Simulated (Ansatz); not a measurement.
**Run on MnBr2 (P-3m1) — collinear moments**

These are results of DFT, LDA, PAW with Ansatz's default frozen-core files, scalar-relativistic in Ansatz, not measurements.

Command: `ansatz run input.yaml --threads 2 --pin off --max-ram 4096MiB --backend cpu --events-out ev --progress --plain --runs-dir out`

```yaml
crystal:
  lattice:
    - [3.82, 0.0, 0.0]
    - [-1.91, 3.3082170425, 0.0]
    - [0.0, 0.0, 6.19]
  atoms:
    - { symbol: Mn, position: [0.0, 0.0, 0.0], spin: 4.0 }
    - { symbol: Br, position: [0.3333333333, 0.6666666667, 0.25] }
    - { symbol: Br, position: [0.6666666667, 0.3333333333, 0.75] }
magnetization:
  spin_polarized: true
kpoints:
  mp_grid: { grid: [7, 7, 4] }
scf:
  occupations: { method: fermi_dirac, width: 0.03 }
  lower_state_search: "off"
hamiltonian:
  xc: lda
  pseudopotentials: { kind: paw }
output:
  forces: true
  stress: true
  eigenvalues: true
```

The program prints:

```
Engine: ansatz 0.2.0
Pseudopotentials: kind: paw
Pseudopotential: Mn, paw, valence charge 15, recommended cutoff 420 eV (normal), Mn.paw.azcp
Pseudopotential: Br, paw, valence charge 7, recommended cutoff 420 eV (normal), Br.paw.azcp
Functional definition: SPW92
  exchange = slater_x
  correlation = pw_c
Crystal: 3 atoms, lattice volume = 78.225 Å³
Basis set: ecut = 420 eV, 1521 PW (Γ)
Bands: 21, of which v1, the nominal top of the filled ones, is band 15 counted from 1 (14 counted from 0)
Symmetry: 12 space group operations
Space group: P-3m1 (ITA 164), of the structure as read, at distance tolerance 4.3e-5 Å
Magnetic group: BNS 164.85 (UNI 1315), of the structure as read, at distance tolerance 4.3e-5 Å
k-points: 28 of 196
Non-local potential: Mn, projectors of the file, l = 0: 3, l = 1: 2, l = 2: 3, l = 3: 1
Non-local potential: Br, projectors of the file, l = 0: 2, l = 1: 2, l = 2: 2
PAW form: soft (Blöchl's): semilocal exchange-correlation on the pseudo side does not see the compensation charge
PAW frozen core: Mn, regenerated for the run's functional, and the local potential with it (the file was generated under x = pbe(κ = 0.804, μ = 0.2195149727645171), c = pbe(β = 0.06672455060314922))
PAW frozen core: Br, regenerated for the run's functional, and the local potential with it (the file was generated under x = pbe(κ = 0.804, μ = 0.2195149727645171), c = pbe(β = 0.06672455060314922))
PAW one-centre angular grid: Mn, 590 points (default); XC on 64 Gauss nodes
PAW one-centre angular grid: Br, 110 points (default); XC on 64 Gauss nodes
Initial density: superposition of atomic densities (chi_scale 0.1, normalization cell, long waves kept (reshape's long-wave potential 0.18 eV rms))
Starting moments: Σ|m| = 4 μB on 1 of 3 sites
Initial wavefunctions: pseudopotential atomic-orbital guess
Functional: x = slater, c = lda
SCF iter   1: F=—  HF=-9246.425286 eV  |F-HF|=—  |Δ(HF+E_count)|=         —  Δρ=3.57e-1 (↑1.00e-1 ↓3.57e-1)  dr2=2.26e2  dr2_m=1.33e1  M=0.250 μB ∫|m|=0.562 μB  β_m=0.30  ethr=3.10e-3  ⟨swp⟩=6.4  Hψ=5864  notcnv=0
preconditioner: auto → Kerker (q_TF=auto, 2.312 Å⁻¹)  [metal: Δε(μ)=0.081 eV  Ē_g=10.003 eV  σ=0.030 eV  W_gap=0.49  n_scr=22 (ndim 8)  ℏωp=19.2 eV  f_vac=0.023  D(μ)=2.13/eV (n_scr^D=22)]
spin=Collinear: Kerker preconditioning applied to the charge; magnetization (m = ρ↑ − ρ↓) channel mixes plain (no charge-response kernel on spin).
[...]
iter 12 met the thresholds in force, and the SCF goes on: an eigenvalue changes by 0.60 meV, over its tolerance of 0.50 meV (output.eigenvalues, Limitations)
SCF iter  12: F=-9230.492608 eV  HF=-9230.492608 eV  |F-HF|=7.13e-9  |Δ(HF+E_count)|=   1.07e-7  Δρ=2.53e-6 (↑2.53e-6 ↓2.32e-6)  dr2=1.96e-8  dr2_m=3.91e-10  M=5.000 μB ∫|m|=5.001 μB  β_m=1.00  ethr=3.45e-10  ⟨swp⟩=8.8  Hψ=6089  notcnv=0
SCF iter  13: F=-9230.492608 eV  HF=-9230.492608 eV  |F-HF|=1.40e-10  |Δ(HF+E_count)|=  9.24e-10  Δρ=4.30e-7 (↑4.14e-7 ↓4.30e-7)  dr2=8.30e-10  dr2_m=8.80e-12  M=5.000 μB ∫|m|=5.001 μB  ethr=6.76e-11  ⟨swp⟩=2.0  Hψ=3274  notcnv=0
SCF 1 converged in 13 iterations: F = -9230.492608 eV  dr2 = 8.30e-10
  greatest PAW one-centre occupation: 1.004 electrons in one spin orbital (limit 2), on the Mn atom at site 0 (counted from 0), in its partial waves of l = 1
SCF converged after 13 iterations
an eigenvalue changed by more than its tolerance at an iteration that met the thresholds in force, so the SCF went on 1 time: the last check found none over its tolerance
Magnetization: 5.0000 μB (17.0000 up, 12.0000 down)
Absolute magnetization: 5.0001 μB (∫|ρ↑−ρ↓|, with the PAW one-centre terms)
Spin contamination: 0.0060 ħ² per cell (⟨S²⟩ above its minimum at these occupations)
Per-site moments (μB) at R_I (Å): [(4.383245398383265, 1.111370968972526), (0.1216352567014681, 1.111370968972526), (0.12163525670146835, 1.111370968972526)]
Free energy (F): -9230.492608 eV
Harris-Foulkes:  -9230.492608 eV  (|F-HF|=1.40e-10)
Internal energy: -9230.492608 eV  (E = F + TS)
E sigma→0 (E₀):  -9230.492608 eV
Fermi energy:    5.546882 eV
--- Per-component energies (eV) ---
  E_band       = -398.981238
  E_kinetic    = 565.366607
  E_local      = -3583.114371  (includes V_loc(G=0)·N_el)
  E_nonlocal   = 401.247526
  E_hartree    = 1450.632099
  E_xc         = -630.946398
  E_vxc        = -349.347591  (∫ρ·V_xc dr)
  E_paw        = -5571.466575  (= ΣΔE_a)
  E_vpaw       = -334.397417  (= ΣTr[D̂ρ^β])
  E_aug_tail   = -0.000011  (compensation charges beyond the density's cutoff)
  E_ewald      = -1863.008460
  E_core_change = 0.796976  (= ΣΔE_core)
  E_smearing   = -0.000000  (= −TS)
  E_closure    = -0.000000  (closes the sum)
  Σ components = -9230.492608   (vs F -9230.492608, Δ=0.00e0)
--- Forces (eV/Å), atoms counted from 1 ---
  atom   1  Mn    -0.00000000     0.00000000     0.00000000
  atom   2  Br    -0.00000000    -0.00000000    -0.54614427
  atom   3  Br     0.00000000     0.00000000     0.54614427
  max |Σ_I F_I| component: 1.85e-17 eV/Å
--- Stress (GPa, compression-positive) ---
       -3.445239       0.000000       0.000000
        0.000000      -3.445239       0.000000
        0.000000       0.000000      -3.691354
  P = ⅓ Tr σ = -3.5273 GPa (-35.273 kbar)
--- Band table (eV; the first three rows and the last of 56) ---
  k-point 0 ↑: bands = ["-75.3858", "-44.4920", "-44.4920", "-44.4881", "-10.3556", "-9.6593", "-0.2688", "1.3874", "1.3874", "2.7467", "2.7467", "3.0020", "3.5053", "3.5053", "3.6400", "4.8818", "4.8818", "7.5197", "9.4157", "12.6856", "12.6856"]
  k-point 1 ↑: bands = ["-75.3858", "-44.4920", "-44.4920", "-44.4881", "-10.2806", "-9.7551", "0.0453", "1.4023", "1.4023", "2.7390", "2.7455", "2.7455", "3.2114", "3.4381", "3.4381", "4.9521", "4.9521", "8.2489", "9.4758", "12.5752", "12.5752"]
  k-point 2 ↑: bands = ["-75.3858", "-44.4920", "-44.4920", "-44.4881", "-10.1607", "-9.8954", "0.5233", "1.4177", "1.4177", "2.0563", "2.7443", "2.7443", "3.1294", "3.3752", "3.3752", "5.0178", "5.0178", "9.0967", "9.3982", "12.4743", "12.4743"]
  k-point 27 ↓: bands = ["-70.7712", "-40.0027", "-40.0013", "-39.9887", "-9.4388", "-9.4224", "0.6866", "0.9268", "1.4179", "1.8353", "2.7637", "2.7996", "6.6797", "6.7575", "6.9385", "7.6118", "7.7683", "10.7340", "11.4436", "11.7282", "13.0888"]
```

Site moments (μB): Mn1 4.38, Br2 0.12, Br3 0.12. Cell moment 5.00 μB.

The magnetic group in the log treats spin as a scalar label, without spin–orbit coupling.

The PAW files were made with PBE; the program remakes their cores once for the run's functional and then keeps them frozen. The Ansatz runs typed with the search for lower states off end where their start leads. None of this fixes the real material's magnetic order: only patterns that fit the cell were computed, at zero temperature, with a functional that can overstate moments.

It took 5 s on 2 threads of Arm Neoverse V1, on a shared host, peak memory 0.36 GiB.
